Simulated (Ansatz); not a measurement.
**P (black)**

Method: PBEsol, scalar-relativistic; no spin polarisation; PAW, 420 eV, Γ-centred 14×14×10 mesh, 0.05 eV Gaussian smearing; code Ansatz. The datasets are Ansatz's generated set soft_2.

```yaml
crystal:
  lattice:
    - [1.65840, -5.15035, 0.00000]
    - [1.65840, 5.15035, 0.00000]
    - [0.00000, 0.00000, 4.20192]
  atoms:
    - { symbol: P, position: [0.39488, 0.60512, 0.57311] }
    - { symbol: P, position: [0.60512, 0.39488, 0.42689] }
    - { symbol: P, position: [0.89488, 0.10512, 0.92689] }
    - { symbol: P, position: [0.10512, 0.89488, 0.07311] }
```

Which orbitals carry the states at the Fermi level, and how many states are there?

Within 0.1 eV of it: P 3p 86 %, P 3s 14 % (shares among the projected shells). The density of states at the Fermi level is about 0.12 states/eV per cell, averaged over 0.3 eV.

Density of states (tetrahedra, averaged over 0.5 eV; states/eV per cell of 4 atoms; energy in eV from the Fermi level):

```tsv
E (eV)	DOS
-7.60	0.47
-7.10	0.84
-6.60	1.30
-6.10	1.63
-5.60	2.51
-5.10	1.99
-4.60	1.70
-4.10	2.14
-3.60	2.32
-3.10	2.16
-2.60	2.09
-2.10	2.17
-1.60	2.08
-1.10	1.25
-0.60	0.70
-0.10	0.16
0.40	0.76
0.90	1.53
```

The structure is built of weakly bound layers, and this functional has no dispersion term, so their spacing and all that hangs on it (volume, the soft elastic constants, low modes, dielectric constants) are poorly given. The relaxed cell is 6 % smaller in volume than the cell of this structure in the Crystallography Open Database (19.03 Å³/atom, 2007).
